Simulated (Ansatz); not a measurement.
## Cd: from a starting cell to a relaxed one

The start is a generated trial cell of Cd in the beta-W structure type. A full variable-cell relaxation at zero pressure is run with r2SCAN (plane waves to 500 eV, PAW, scalar-relativistic; Ansatz, a program for electronic structure). First-step values are on the input's coarse k-mesh.

Ansatz input (later rounds restart from its end on a renewed k-mesh):
Ansatz 0.2 input:
```yaml
crystal:
  lattice:
    - [5.607816, 0, 0]
    - [0, 5.607816, 0]
    - [0, 0, 5.607816]
  atoms:
    - { symbol: Cd, position: [0.25, 0, 0.5] }
    - { symbol: Cd, position: [0.75, 0, 0.5] }
    - { symbol: Cd, position: [0, 0.5, 0.25] }
    - { symbol: Cd, position: [0, 0.5, 0.75] }
    - { symbol: Cd, position: [0.5, 0.25, 0] }
    - { symbol: Cd, position: [0.5, 0.75, 0] }
    - { symbol: Cd, position: [0, 0, 0] }
    - { symbol: Cd, position: [0.5, 0.5, 0.5] }
basis: { ecutwfc: 500, ecutrho_ratio: 4, xc_grid: 4, fft_grid_basis: typed }
kpoints: { mp_grid: { grid: [6, 6, 6] } }
hamiltonian:
  xc: r2scan
  dispersion: none
  pseudopotentials: { azcp: { folder: ./paw }, kind: paw }
scf: { occupations: { method: fermi_dirac, width: 0.05 } }
relax: { f_tol: 0.01, max_steps: 100, cell: { stress_tol: 0.02 } }
output: { forces: true, stress: true }
```

Q: By how much does the energy per atom fall from start to end?

A: Under 0.01 eV/atom.

Q: How do the shortest distances between atoms change?

A: The closest pairs of elements (up to four, under 3.6 Å), start → end: Cd–Cd 2.80 → 2.80 Å.

Q: Is the relaxed structure metallic? Give its gap.

A: No gap (metallic).

Q: Write out the relaxed structure.

A: 
Space group Pm-3n (No. 223); a = b = c = 5.605 Å, α = β = γ = 90.00°

```
atom  site  symmetry       x       y       z
----  ----  --------  ------  ------  ------
Cd      6c     -4m.2  0.0000  0.5000  0.2500
Cd      2a      m-3.  0.0000  0.0000  0.0000
```

The space group stays Pm-3n (No. 223) (the run could not lower it), with 8 atoms in the primitive cell. Final values are on a 9×9×9 k-mesh of the relaxed cell. No spin polarisation in the result.

The run could not lose the symmetry of its start: the end is stationary, and may be a saddle point rather than a minimum.

All atoms sit on sites fixed by symmetry, so only the cell could relax.

The relaxed structure here is a generated cell of Cd: the first start was made by placing the elements on the sites of a structure type, and the end was not matched to a known phase here, so it may be hypothetical. Known forms of Cd include space group No. 194.
